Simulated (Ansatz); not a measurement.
TiNi:
```cif
data_Ni2Ti2
_chemical_formula_sum 'Ti2 Ni2'
_space_group_name_H-M_alt 'P 1'
_space_group_IT_number 1
_cell_length_a 4.90617
_cell_length_b 4.90617
_cell_length_c 3.97487
_cell_angle_alpha 90.000
_cell_angle_beta 90.000
_cell_angle_gamma 145.564
loop_
_space_group_symop_operation_xyz
  'x, y, z'
loop_
_atom_site_label
_atom_site_type_symbol
_atom_site_fract_x
_atom_site_fract_y
_atom_site_fract_z
_atom_site_occupancy
Ti1 Ti 0.85778 0.14222 0.75000 1
Ti2 Ti 0.14222 0.85778 0.25000 1
Ni1 Ni 0.58530 0.41470 0.75000 1
Ni2 Ni 0.41470 0.58530 0.25000 1
```

Relaxed with r²SCAN.

Task: Which orbitals make up the states near the Fermi level in r²SCAN in the plane-wave PAW code Ansatz?

Result: Within 0.5 eV of the Fermi level: Ti 3d 62 %, Ni 3d 21 %, outside the projected shells 9 %. Projections are on Löwdin-orthogonalised atomic valence shells; empty p or d shells of many metals are not among them.

Task: Tabulate the density of states.

Result: States/eV per cell of 4 atoms, in 0.25 eV bins, energy from the Fermi level.

| E (eV) | total | Ni 3d | Ti 3d | Ni 4s |
|---|---|---|---|---|
| -7.85 | 0.16 | 0.00 | 0.00 | 0.06 |
| -7.60 | 0.23 | 0.00 | 0.00 | 0.09 |
| -7.35 | 0.28 | 0.00 | 0.00 | 0.11 |
| -7.10 | 0.34 | 0.00 | 0.00 | 0.14 |
| -6.85 | 0.41 | 0.00 | 0.01 | 0.17 |
| -6.60 | 0.48 | 0.01 | 0.01 | 0.22 |
| -6.35 | 0.51 | 0.01 | 0.02 | 0.23 |
| -6.10 | 0.54 | 0.02 | 0.03 | 0.24 |
| -5.85 | 0.58 | 0.03 | 0.04 | 0.26 |
| -5.60 | 0.70 | 0.04 | 0.06 | 0.30 |
| -5.35 | 0.83 | 0.08 | 0.09 | 0.35 |
| -5.10 | 1.02 | 0.13 | 0.14 | 0.42 |
| -4.85 | 1.38 | 0.26 | 0.24 | 0.54 |
| -4.60 | 2.21 | 0.61 | 0.50 | 0.79 |
| -4.35 | 1.91 | 0.63 | 0.53 | 0.51 |
| -4.10 | 2.85 | 1.44 | 0.76 | 0.34 |
| -3.85 | 5.22 | 3.17 | 1.19 | 0.21 |
| -3.60 | 10.63 | 7.66 | 1.93 | 0.25 |
| -3.35 | 6.48 | 4.82 | 1.07 | 0.12 |
| -3.10 | 5.61 | 4.27 | 0.92 | 0.09 |
| -2.85 | 9.93 | 8.39 | 1.00 | 0.11 |
| -2.60 | 9.32 | 7.63 | 1.19 | 0.15 |
| -2.35 | 7.74 | 6.25 | 1.13 | 0.11 |
| -2.10 | 10.16 | 8.64 | 1.10 | 0.14 |
| -1.85 | 12.23 | 10.12 | 1.35 | 0.36 |
| -1.60 | 2.42 | 1.54 | 0.53 | 0.17 |
| -1.35 | 2.22 | 1.04 | 0.74 | 0.18 |
| -1.10 | 2.88 | 1.08 | 1.24 | 0.14 |
| -0.85 | 3.84 | 1.09 | 1.98 | 0.15 |
| -0.60 | 3.40 | 0.85 | 1.85 | 0.18 |
| -0.35 | 3.46 | 0.68 | 2.13 | 0.13 |
| -0.10 | 2.16 | 0.40 | 1.30 | 0.10 |
| 0.15 | 1.84 | 0.44 | 1.02 | 0.11 |
| 0.40 | 5.50 | 1.27 | 3.74 | 0.09 |
| 0.65 | 5.31 | 1.15 | 3.67 | 0.11 |
| 0.90 | 6.48 | 1.26 | 4.67 | 0.10 |
| 1.15 | 5.03 | 0.75 | 3.83 | 0.09 |
| 1.40 | 4.53 | 0.58 | 3.56 | 0.10 |
| 1.65 | 3.59 | 0.39 | 3.00 | 0.04 |
| 1.90 | 4.96 | 0.45 | 4.34 | 0.03 |
| 2.15 | 4.83 | 0.47 | 4.19 | 0.04 |

Space group Cmcm. The start of the workflow was typed in or built on a structure type; neither database checked (COD, Materials Project) lists it. COD files the formula under space group No. 11, 147, so this cell is another polymorph or a model. Its standing as an ambient phase is unchecked. Symmetry was held in the r²SCAN relaxation; whether a distortion lowers the energy is not shown. The workflow began spin-polarised and lost its moments.

Potentials: the earlier of the program's two PAW sets.
